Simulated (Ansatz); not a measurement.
The end point of a relaxation of CoSn. Method: PBEsol (plane waves to 420 eV, PAW, scalar-relativistic; Ansatz, an electronic-structure program).

```cif
data_Co3Sn3
_chemical_formula_sum 'Co3 Sn3'
_space_group_name_H-M_alt 'P 1'
_space_group_IT_number 1
_cell_length_a 5.21781
_cell_length_b 5.21781
_cell_length_c 4.17247
_cell_angle_alpha 90.000
_cell_angle_beta 90.000
_cell_angle_gamma 120.000
loop_
_space_group_symop_operation_xyz
  'x, y, z'
loop_
_atom_site_label
_atom_site_type_symbol
_atom_site_fract_x
_atom_site_fract_y
_atom_site_fract_z
_atom_site_occupancy
Co1 Co 0.50000 0.00000 0.00000 1
Co2 Co 0.50000 0.50000 0.00000 1
Co3 Co 0.00000 0.50000 0.00000 1
Sn1 Sn 0.00000 0.00000 0.00000 1
Sn2 Sn 0.33333 0.66667 0.50000 1
Sn3 Sn 0.66667 0.33333 0.50000 1
```

Question: Determine the symmetry and give the standard cell with its independent sites.

Answer: Space group P6/mmm (No. 191); a = 5.2178 Å, b = 5.2178 Å, c = 4.1725 Å, α = 90.00°, β = 90.00°, γ = 120.00°

```csv
atom,site,symmetry,x,y,z
Co,3f,mmm,0.0000,0.5000,0.0000
Sn,1a,6/mmm,0.0000,0.0000,0.0000
Sn,2d,-6m2,0.3333,0.6667,0.5000
```

This is the AFLOW prototype AB_hP6_191_f_ad (B35, as in CoSn).

Question: Give the shortest distances between elements (the closest pairs, up to four, under 3.6 Å).

Answer: Co–Sn 2.57 Å; Co–Co 2.61 Å; Sn–Sn 3.01 Å.

```json
{
  "volume_per_atom": "16.40 Å³",
  "band_gap": "no gap (metallic)",
  "magnetic_moment": "zero (the starting moments vanished)"
}
```

No spin polarisation in the result: the starting moments vanished. A magnetic state may lie lower.

The run could not lose the symmetry of its start.

All atoms sit on sites fixed by symmetry, so only the cell could relax.
